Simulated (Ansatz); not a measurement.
All numbers below come from DFT PBEsol, scalar-relativistic, plane waves, PAW (Ansatz).

Structure of YIr₂:

```yaml
crystal:
  lattice:
    - [0.00000, 3.74658, 3.74658]
    - [3.74658, 0.00000, 3.74658]
    - [3.74658, 3.74658, 0.00000]
  atoms:
    - { symbol: Y, position: [0.50000, 0.50000, 0.50000] }
    - { symbol: Y, position: [0.75000, 0.75000, 0.75000] }
    - { symbol: Ir, position: [0.12500, 0.12500, 0.12500] }
    - { symbol: Ir, position: [0.62500, 0.12500, 0.12500] }
    - { symbol: Ir, position: [0.12500, 0.12500, 0.62500] }
    - { symbol: Ir, position: [0.12500, 0.62500, 0.12500] }
```

Cutoff 420 eV; k points 8×8×8 on the computed 6-atom cell (Γ-centred); Gaussian smearing, width 0.10 eV; no spin polarisation.

Levels along Γ–X–U | K–Γ–L–W–X, in eV from the Fermi level, sorted by energy at each point. Points in fractions of the primitive reciprocal vectors: Γ (0.000 0.000 0.000), X (0.500 0.000 0.500), U (0.625 0.250 0.625), K (0.375 0.375 0.750), L (0.500 0.500 0.500), W (0.500 0.250 0.750).
| point | k (1/Å, with 2π) | band 42 | band 43 | band 44 | band 45 | band 46 | band 47 | band 48 |
| --- | --- | --- | --- | --- | --- | --- | --- | --- |
| Γ | 0.000 | -0.63 | -0.61 | -0.61 | 0.01 | 0.01 | 0.01 | 1.14 |
| - | 0.120 | -0.63 | -0.44 | -0.32 | 0.02 | 0.06 | 0.06 | 0.83 |
| - | 0.240 | -0.65 | -0.23 | 0.00 | 0.03 | 0.12 | 0.12 | 0.33 |
| - | 0.359 | -0.83 | -0.69 | 0.05 | 0.07 | 0.07 | 0.18 | 0.46 |
| - | 0.479 | -1.43 | -0.71 | -0.13 | -0.13 | 0.13 | 0.14 | 0.65 |
| - | 0.599 | -1.72 | -0.71 | -0.39 | -0.39 | -0.06 | 0.27 | 0.74 |
| - | 0.719 | -2.12 | -0.65 | -0.56 | -0.56 | -0.31 | 0.46 | 0.73 |
| X | 0.839 | -2.49 | -0.62 | -0.62 | -0.51 | -0.51 | 0.63 | 0.63 |
| - | 0.881 | -2.46 | -0.68 | -0.64 | -0.51 | -0.46 | 0.64 | 0.65 |
| - | 0.923 | -2.39 | -0.77 | -0.69 | -0.49 | -0.37 | 0.68 | 0.69 |
| - | 0.966 | -2.29 | -0.85 | -0.77 | -0.47 | -0.27 | 0.73 | 0.74 |
| - | 1.008 | -2.19 | -0.93 | -0.87 | -0.43 | -0.18 | 0.80 | 0.80 |
| - | 1.050 | -2.08 | -1.00 | -0.97 | -0.39 | -0.08 | 0.85 | 0.88 |
| - | 1.093 | -1.98 | -1.08 | -1.06 | -0.34 | 0.02 | 0.88 | 0.98 |
| U | 1.135 | -1.89 | -1.18 | -1.11 | -0.29 | 0.12 | 0.89 | 1.08 |
| K | 1.135 | -1.89 | -1.18 | -1.11 | -0.29 | 0.12 | 0.89 | 1.08 |
| - | 1.262 | -1.44 | -1.38 | -1.17 | -0.15 | 0.42 | 0.78 | 1.35 |
| - | 1.389 | -1.24 | -1.11 | -0.93 | -0.07 | 0.50 | 0.67 | 1.47 |
| - | 1.516 | -0.99 | -0.87 | -0.47 | -0.04 | 0.21 | 0.74 | 1.37 |
| - | 1.643 | -0.87 | -0.64 | -0.12 | 0.01 | 0.01 | 0.54 | 1.03 |
| - | 1.770 | -0.74 | -0.59 | -0.06 | 0.10 | 0.13 | 0.15 | 0.59 |
| - | 1.897 | -0.61 | -0.44 | -0.34 | -0.03 | 0.09 | 0.10 | 0.80 |
| Γ | 2.024 | -0.63 | -0.61 | -0.61 | 0.01 | 0.01 | 0.01 | 1.14 |
| - | 2.128 | -0.64 | -0.43 | -0.43 | -0.04 | 0.08 | 0.08 | 0.90 |
| - | 2.232 | -0.66 | -0.30 | -0.23 | -0.23 | 0.25 | 0.25 | 0.52 |
| - | 2.336 | -0.69 | -0.69 | -0.20 | -0.20 | 0.42 | 0.56 | 0.56 |
| - | 2.439 | -0.70 | -0.70 | -0.25 | -0.25 | 0.55 | 0.90 | 0.90 |
| - | 2.543 | -0.74 | -0.74 | -0.27 | -0.27 | 0.77 | 1.12 | 1.12 |
| - | 2.647 | -0.78 | -0.76 | -0.27 | -0.27 | 1.02 | 1.13 | 1.13 |
| L | 2.751 | -0.80 | -0.77 | -0.26 | -0.26 | 1.09 | 1.09 | 1.14 |
| - | 2.835 | -0.83 | -0.80 | -0.31 | -0.26 | 1.07 | 1.14 | 1.15 |
| - | 2.920 | -0.91 | -0.90 | -0.46 | -0.26 | 0.93 | 1.12 | 1.28 |
| - | 3.005 | -1.03 | -1.02 | -0.70 | -0.25 | 0.75 | 1.03 | 1.32 |
| - | 3.089 | -1.17 | -1.13 | -1.02 | -0.22 | 0.58 | 0.95 | 1.26 |
| - | 3.174 | -1.33 | -1.28 | -1.23 | -0.17 | 0.42 | 0.93 | 1.19 |
| - | 3.259 | -1.45 | -1.40 | -1.32 | -0.08 | 0.23 | 0.96 | 1.11 |
| W | 3.344 | -1.56 | -1.39 | -1.39 | 0.06 | 0.06 | 1.03 | 1.03 |
| - | 3.403 | -1.64 | -1.32 | -1.32 | 0.03 | 0.03 | 1.01 | 1.01 |
| - | 3.463 | -1.77 | -1.20 | -1.20 | -0.05 | -0.05 | 0.97 | 0.97 |
| - | 3.523 | -1.94 | -1.07 | -1.07 | -0.16 | -0.16 | 0.90 | 0.90 |
| - | 3.583 | -2.12 | -0.94 | -0.94 | -0.27 | -0.27 | 0.81 | 0.81 |
| - | 3.643 | -2.30 | -0.81 | -0.81 | -0.37 | -0.37 | 0.72 | 0.72 |
| - | 3.703 | -2.44 | -0.69 | -0.69 | -0.46 | -0.46 | 0.66 | 0.66 |
| X | 3.763 | -2.49 | -0.62 | -0.62 | -0.51 | -0.51 | 0.63 | 0.63 |

Spin-orbit coupling is left out, which matters for the bands of heavy elements.

Cost: 1 run of about 1.2 core-minutes, on Arm Neoverse V1 (shared hosts).